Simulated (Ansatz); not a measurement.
One crystal and one scan (energy against volume) at two levels, PBE (plane waves to 420 eV, PAW, scalar-relativistic; Ansatz, a quantum-chemistry and plane-wave program) and r2SCAN (plane waves to 500 eV, PAW, scalar-relativistic; Ansatz), each from its own relaxed cell and on its own mesh. The cell shown is that of PBE.

Ga₂O₃ (corundum)

```xyz
10
Lattice="2.5289 1.4600 4.5411 -2.5289 1.4600 4.5411 0.0000 -2.9201 4.5411" Properties=species:S:1:pos:R:3 pbc="T T T"
Ga     0.0000     0.0000    11.6594
Ga     0.0000     0.0000     8.7755
Ga     0.0000     0.0000     1.9639
Ga     0.0000     0.0000     4.8478
O     -0.9957    -1.4600     5.6764
O      1.7623    -0.1323     5.6764
O     -0.7666     1.5923     5.6764
O      0.9957     1.4600     7.9469
O     -1.7623     0.1323     7.9469
O      0.7666    -1.5923     7.9469
```

The volume is varied about the relaxed value V₀ at fixed cell shape. The atoms relax within the cell's symmetry.

The energy includes the smearing's −TS. Ga2O3 was relaxed with its symmetry unable to fall. With the shape held, the modulus is that of even scaling; a crystal free to change shape is softer. Percentages come from the unrounded values.

Results of PBE:

```
Quantity                                                                     Value
---------------------------------------------------------------------------  -----
Lattice constant a (Å)                                                       5.058
Lattice constant c (Å)                                                       13.62
Relaxed volume (Å³/atom)                                                     10.06
Bulk modulus at fixed cell shape B₀ (third-order Birch-Murnaghan fit) (GPa)  200.1
```

Question: Estimate the r2SCAN values.

Answer: 
```json
[
 {"quantity": "Lattice constant a (Å)", "r2SCAN": "4.985", "PBE − r2SCAN": "+0.073 (+1.5 %)"},
 {"quantity": "Lattice constant c (Å)", "r2SCAN": "13.44", "PBE − r2SCAN": "+0.18 (+1.4 %)"},
 {"quantity": "Relaxed volume (Å³/atom)", "r2SCAN": "9.64", "PBE − r2SCAN": "+0.42 (+4.3 %)"},
 {"quantity": "Bulk modulus at fixed cell shape B₀ (third-order Birch-Murnaghan fit) (GPa)", "r2SCAN": "235.8", "PBE − r2SCAN": "-35.7 (-15 %)"}
]
```

PBE gives the higher value for: lattice constant a; lattice constant c; relaxed volume. PBE gives the lower value for: bulk modulus at fixed cell shape B₀. Neither level is exact: the differences show how much the result hangs on the functional.

(A scan under strain: stresses follow from slopes of the energy per volume, elastic moduli from its curvatures.)
